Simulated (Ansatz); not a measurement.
Values for one crystal, relaxed and computed with the program Ansatz at the r²SCAN level (PAW); other levels are named.

```yaml
volume_per_atom: 12.11 Å³
electronic_character: metallic (no gap)
Bulk modulus (Birch–Murnaghan fit): 177 GPa
Pressure derivative B′: 4.8
Density of states at the Fermi level: 0.56 states/eV per atom (mean over ±0.08 eV)
Formation energy from the elements (no fitted shifts): -0.27 eV/atom
```

**Question.** Which compound is it?
(A) Ni5Ge3, C2/c (Pearson symbol mS32)
(B) YAl2Ge2, P-3m1 (Y on 1a, Al on 2d, Ge on 2d)
(C) EuGe2Ru2, I4/mmm (Eu on 2a, Ge on 4e, Ru on 4d)
(D) YGe2, P4/mmm (Ge on 2f, Y on 1b)

**Answer.** A, Ni5Ge3, C2/c (Pearson symbol mS32)

The first step of the workflow began from a Materials Project structure, measured or hypothetical; the Crystallography Open Database copy checked does not list it. Its standing as an ambient phase is unchecked. Symmetry was held in the r²SCAN relaxation; its stability against distortions is not shown here. No spin polarisation was allowed. The references are the lowest solids computed at this level, not always the standard phases. Spin–orbit coupling is left out wherever it is not named.

Potentials: the later of the program's two PAW sets.
